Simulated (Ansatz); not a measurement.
VO2 (rutile, P4_2/mnm), the program Ansatz at the PBEsol level (PAW), all energies at zero smearing, with the estimated change up to a 700 eV cutoff added, with one set of potentials and settings (totals compare only within such a set). Cell of 6 atoms (2 V, 4 O): -8018.347 eV.

| element | reference phase | E (eV/atom) |
|---|---|---|
| V | Im-3m, 1 atoms in the cell | -2885.2930 |
| O | C2/m, 4 atoms in the cell, spin-polarised | -558.3554 |

Formation energy per atom, worked out: (-8018.347 − 2×(-2885.2930) − 4×(-558.3554))/6 = -2.390 eV/atom (-231 kJ per mol of atoms), at 0 K, without zero-point energy or fitted corrections.

This is a known high-temperature phase of the composition, computed here at zero pressure and temperature. Symmetry was held in the PBEsol relaxation; its stability against distortions is not shown here. The final state is ferromagnetic, chosen from 3 collinear starts compared on coarse meshes (ties went to the first, and starts can fall back to one state), not a proven ground state. No Hubbard U is applied. The references are the lowest solids computed at this level, not always the standard phases (solids in place of the gases).

Potentials: the later of the program's two PAW sets.
